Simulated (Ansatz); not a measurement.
**Magnetic states of Sr₃Fe₂Br₂O₅**

```xyz
12
Lattice="-1.9773 1.9773 12.7073 1.9773 -1.9773 12.7073 1.9773 1.9773 -12.7073" Properties=species:S:1:pos:R:3 pbc="T T T"
Sr    0.0000    0.0000    3.7225
Sr    0.0000    0.0000   21.6921
Sr    0.0000    0.0000    0.0000
Fe    0.0000    0.0000   10.8386
Fe    0.0000    0.0000   14.5760
Br    0.0000    0.0000    7.6211
Br    0.0000    0.0000   17.7935
O     1.9773    0.0000    2.1303
O     0.0000    1.9773    2.1303
O     0.0000    1.9773   10.5770
O     1.9773    0.0000   10.5770
O     0.0000    0.0000   12.7073
```

Computed with plane-wave PAW DFT (Ansatz 0.2.0): r2SCAN with U_eff = 3.1 eV on Fe d (all-electron-ortho-atomic projectors), 500 eV cutoff, 8×8×8 Γ-centred mesh, fermi-dirac occupations of width 0.050 eV. The atoms are fixed and numbered as listed; spin is collinear, without spin-orbit coupling.

The cycle has several fixed points for this cell. Moments (μB):

```csv
state,Fe4,Fe5,other atoms together,size of the net moment a cell
A,3.88,3.88,1.23,10.00
B,3.84,-3.84,0.00,0.00
C,0.00,0.00,0.00,0.00
```

Site moments are taken in small spheres that don't touch (radius about 0.4 of the atom's shortest bond), so those of the magnetic atoms read low, and they needn't add up to the net moment. State C was run without spin polarisation.

Question: Which state has the lowest energy at zero smearing, and how far up are the others?

Answer: State B (antiparallel, compensated) is lowest; A (parallel moments) lies 19.0 meV above it, C (without moments) lies 505 meV above it, all counted an atom of the cell.

Question: Which states have a gap on the mesh, and what pressure does each exert on this cell?

Answer: A: gap 0.77 eV, 2.3 GPa; B: gap 0.81 eV, 1.9 GPa; C: no gap, -4.9 GPa (positive in compression). Moments take up room: without them the pressure is lower, so that state wants a smaller cell.

Question: Compare the parallel order A with the antiparallel order B.

Answer: Between A and B the moments keep their size (3.88 against 3.84 μB in the mean), so the difference mostly measures the exchange between the flipped sites: the antiparallel order gains 114 meV for each Fe atom. The nearest flipped pair stands 3.74 Å apart. Flipped pairs are linked through O; the widest Fe–O–Fe angle among the nearer links is 180°, at 3.74 Å between the metal atoms. A nearly straight link favours antiparallel spins by superexchange as a rule of thumb, which fits.

Question: How much does the cell gain by forming moments?

Answer: 505 meV an atom of the cell, or 3029 meV for each Fe atom, against state C, which has none. A run without spin would miss this and give wrong energies and forces. That state isn't the paramagnet, which keeps its moments, so this is no ordering energy, and a U raises it further by its penalty on part-filled orbitals.

The cell is that of a Crystallography Open Database entry, unchanged.

Caveats: only orders that fit this cell and collinear spins were tried, so the true order may need a larger cell or canted moments; atoms and cell are not relaxed, and each state would relax in its own way; the U is a value in common use, not computed for this crystal; the k mesh is coarse, so differences of a few meV are uncertain where a state is a metal; one start a pattern, so a lower state of the same pattern may exist.
